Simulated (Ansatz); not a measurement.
A 10-atom cell of AlGa3O6 built on the corundum structure (relaxed group R3), relaxed with r2SCAN. The symmetry is R3 (No. 146, trigonal); conventional cell a = 4.929 Å, c = 13.325 Å, 9.34 Å³ an atom. Al has 6 O at 1.88–1.97 Å; Ga has 6 O at 1.92–2.09 Å; Ga has 6 O at 1.92–2.08 Å; Ga has 6 O at 1.92–2.07 Å; O has 3 Ga at 1.92–2.09 Å and 1 Al at 1.97 Å; O has 1 Al at 1.88 Å and 3 Ga at 1.92–2.08 Å.

4 runs of the PAW code Ansatz on this cell differ in the functional (and in the settings that go with it). Levels are in eV from each run's valence top; v1 is the last filled band, c1 the first empty one.

Run A, mean stress +9.0 GPa (compression positive):

| point | v5 | v3 | v1 | c1 | c2 | c3 |
| --- | --- | --- | --- | --- | --- | --- |
| Γ | -0.39 | -0.28 | -0.18 | 3.48 | 6.90 | 7.54 |
| T | -1.50 | -0.45 | -0.21 | 6.04 | 6.49 | 7.89 |
| H₂ | -0.98 | -0.68 | -0.30 | 6.76 | 7.08 | 7.26 |
| L | -1.10 | -0.91 | -0.16 | 6.50 | 6.74 | 6.80 |
| S₀ | -0.79 | -0.60 | -0.20 | 6.60 | 6.98 | 7.21 |
| F | -1.11 | -0.84 | -0.17 | 6.75 | 7.05 | 7.62 |

Run B, mean stress 0.0 GPa (compression positive):

| point | v5 | v3 | v1 | c1 | c2 | c3 |
| --- | --- | --- | --- | --- | --- | --- |
| Γ | -0.40 | -0.26 | -0.18 | 4.20 | 7.71 | 8.38 |
| T | -1.52 | -0.46 | -0.22 | 6.79 | 7.26 | 8.74 |
| H₂ | -0.99 | -0.70 | -0.31 | 7.56 | 7.89 | 8.07 |
| L | -1.11 | -0.92 | -0.17 | 7.29 | 7.52 | 7.59 |
| S₀ | -0.81 | -0.61 | -0.20 | 7.40 | 7.78 | 8.02 |
| F | -1.12 | -0.85 | -0.17 | 7.54 | 7.86 | 8.43 |

Run C, mean stress -0.6 GPa (compression positive):

| point | v5 | v3 | v1 | c1 | c2 | c3 |
| --- | --- | --- | --- | --- | --- | --- |
| Γ | -0.43 | -0.24 | -0.18 | 5.99 | 9.63 | 10.33 |
| T | -1.61 | -0.47 | -0.22 | 8.74 | 9.18 | 10.74 |
| H₂ | -1.04 | -0.75 | -0.33 | 9.55 | 9.89 | 10.10 |
| L | -1.14 | -0.98 | -0.18 | 9.25 | 9.51 | 9.56 |
| S₀ | -0.86 | -0.67 | -0.22 | 9.37 | 9.77 | 10.04 |
| F | -1.19 | -0.89 | -0.19 | 9.54 | 9.87 | 10.48 |

Run D, mean stress -0.5 GPa (compression positive):

| point | v5 | v3 | v1 | c1 | c2 | c3 |
| --- | --- | --- | --- | --- | --- | --- |
| Γ | -0.43 | -0.24 | -0.18 | 5.27 | 8.87 | 9.56 |
| T | -1.60 | -0.47 | -0.22 | 7.98 | 8.42 | 9.98 |
| H₂ | -1.04 | -0.75 | -0.32 | 8.78 | 9.13 | 9.33 |
| L | -1.13 | -0.98 | -0.18 | 8.48 | 8.74 | 8.80 |
| S₀ | -0.86 | -0.66 | -0.22 | 8.61 | 9.00 | 9.27 |
| F | -1.18 | -0.88 | -0.19 | 8.78 | 9.10 | 9.71 |

Task: Match the runs to PBE, r2SCAN, HSE06, PBE0.

Result: A is PBE, B is r2SCAN, C is PBE0, D is HSE06. In order of the gap: PBE 3.48, r2SCAN 4.20, HSE06 5.27, PBE0 5.99 eV. The stress vanishes for r2SCAN, which relaxed the cell.

The calculation is spin-unpolarised, and the structure need not be a phase that has been made.

The program warns that its thresholds are loose for a hybrid's stress.

The meshes of the hybrids are coarse, so their gaps aren't converged to the digits shown.
